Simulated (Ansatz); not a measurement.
In r²SCAN in the plane-wave PAW code Ansatz, B4Ru in the orthorhombic phase (Pnnm; Ru on 2d, B on 4g, B on 4g) relaxes to a = 4.745 Å, b = 5.518 Å, c = 3.136 Å. Against the elements it lies at -10 meV/atom, with no fitted shifts.

Electronic character: metallic (no gap). Gap from r²SCAN with spin–orbit coupling: none (metallic).

An equation-of-state fit gives a bulk modulus of 252 GPa. Bader charges are Ru +0.25, B -0.13 to +0.01 e.

The start of the workflow was typed in or built on a structure type; neither database checked (COD, Materials Project) lists it. Its standing as an ambient phase is unchecked. Symmetry was held in the r²SCAN relaxation; its stability against distortions is not shown here. No spin polarisation was allowed. The references are the lowest solids computed at this level, not always the standard phases. Scalar-relativistic: spin–orbit coupling is off unless named, which matters more the heavier the elements.

Potentials: the earlier of the program's two PAW sets. The files were generated under PBE; for other functionals the program regenerates the frozen cores, and for LDA and PBEsol the local potential too.
